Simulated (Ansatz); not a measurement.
Starting cell, MgO (rock salt):

```
CELL_PARAMETERS angstrom
      0.00000     4.25445     4.25445
      2.12722     2.12722     4.25445
      2.12722     2.12722     0.00000
ATOMIC_POSITIONS crystal
  O  0.00000 0.00000 0.00000
  O  0.50000 0.00000 0.00000
  Mg 0.00000 0.50000 0.50000
  Mg 0.50000 0.50000 0.50000
```

The atoms are displaced by Q × the pattern below (from a DFPT mode at X = (0.5, 0.5, 0.0), largest move 1; Q in Å), at fixed cell. (q is in reciprocal vectors of the primitive cell; the cell shown is doubled to hold the pattern.)

| atom | x | y | z |
|---|---|---|---|
| O1 | 0.000 | 0.000 | 1.000 |
| O2 | 0.000 | 0.000 | -1.000 |
| Mg3 | 0.000 | 0.000 | 0.089 |
| Mg4 | 0.000 | 0.000 | -0.089 |

Level of theory: PBE (plane waves to 420 eV, PAW, scalar-relativistic; Ansatz, a first-principles code). k mesh 13×13×13 (Γ-centred), Fermi-Dirac smearing 0.05 eV. The energy includes the smearing's −TS. MgO was relaxed with its symmetry unable to fall. The PAW data are Ansatz's earlier set. The zero of ΔE is the undisplaced structure.

| Q (Å) | ΔE (meV/cell) |
|---|---|
| -0.180 | 546 |
| -0.150 | 377 |
| -0.120 | withheld |
| -0.090 | 134 |
| -0.060 | 59 |
| -0.030 | 15 |
| 0.000 | 0 |
| 0.030 | 15 |
| 0.060 | 59 |
| 0.090 | 134 |
| 0.120 | withheld |
| 0.150 | 377 |
| 0.180 | 546 |

Question: Fit an even polynomial form (powers 2, 4) to the given rows and predict ΔE at Q = 0.120.

Answer: Least squares on the 11 given rows: ΔE = (16470)·Q² + (11880)·Q⁴, in meV/cell with Q in Å; root-mean-square residual 0.3 meV/cell. At 0.120 the fit gives 240 meV/cell; the calculation gives 240 meV/cell, the same to the digits shown. The quadratic term alone would give 237 meV/cell.

(For displaced atoms, the force is minus the slope of the energy, and its curvature is a force constant, which sets phonon frequencies.)
